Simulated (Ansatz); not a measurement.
YPb3:
```
CELL_PARAMETERS angstrom
      4.86081     0.00000     0.00000
      0.00000     4.86081     0.00000
      0.00000     0.00000     4.86081
ATOMIC_POSITIONS crystal
  Y  0.00000 0.00000 0.00000
  Pb 0.00000 0.50000 0.50000
  Pb 0.50000 0.00000 0.50000
  Pb 0.50000 0.50000 0.00000
```

Relaxed with r²SCAN. Special points in fractions of this cell's reciprocal vectors: Γ (0.000, 0.000, 0.000); X (0.000, 0.500, 0.000); M (0.500, 0.500, 0.000); R (0.500, 0.500, 0.500).

**Question.** List the band energies nearest the Fermi level at these points for r²SCAN in the plane-wave PAW code Ansatz.

**Answer.** In eV from the Fermi level; about four levels below and three above (degenerate sets whole), none deeper than 8.9 eV; points with the same levels are listed once.

```csv
k,below,above
Γ,-7.10 -7.10 -3.06 -3.06 -3.06,1.46 1.46 1.46
X,-1.70 -0.82 -0.20 -0.20,1.02 1.49 2.13
M,-4.69 -1.38 -1.38 -1.09,0.16 0.16 0.35
R,-4.73 -3.72 -3.72 -3.72,1.10 2.30 2.30
```

Space group Pm-3m (Cu3Au type). The workflow started from an entry of the Crystallography Open Database (COD). Whether it is the stable phase at ambient conditions was not checked. Symmetry was held in the r²SCAN relaxation; whether a distortion lowers the energy is not shown. The run is not spin-polarised. Spin–orbit coupling is left out wherever it is not named.

Potentials: the later of the program's two PAW sets.
